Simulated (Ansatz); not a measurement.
Crystals of one structure type (rock salt) and one family of elements, relaxed and computed with the program Ansatz at the r²SCAN level (PAW).

```json
[
 {"crystal": "BeS", "V (Å³/atom)": "12.44", "K_Hill (GPa)": "111"},
 {"crystal": "CaO", "V (Å³/atom)": "13.78", "K_Hill (GPa)": "117"},
 {"crystal": "SrO", "V (Å³/atom)": "17.17", "K_Hill (GPa)": "?"},
 {"crystal": "MgS", "V (Å³/atom)": "17.61", "K_Hill (GPa)": "79.9"},
 {"crystal": "CaSe", "V (Å³/atom)": "26.13", "K_Hill (GPa)": "52.0"},
 {"crystal": "BaS", "V (Å³/atom)": "33.16", "K_Hill (GPa)": "44.5"},
 {"crystal": "BaTe", "V (Å³/atom)": "44.05", "K_Hill (GPa)": "30.6"}
]
```

Problem. Fit a straight line to ln K against ln V and predict the withheld value.

Solution. Least squares on the 6 shown rows: ln K = -1.05 × ln V + (7.418), with a scatter of 6 %. For SrO this gives 84.2. The run itself gave 93.6, outside the scatter: the line misses something about this case.

Typed or built starts, not in the databases checked: BeS, rock salt. All cells were relaxed under the symmetry of their starts (and spin orders); stability against distortions was not tested throughout. Spin–orbit coupling is left out wherever it is not named.

Potentials: the later of the program's two PAW sets.
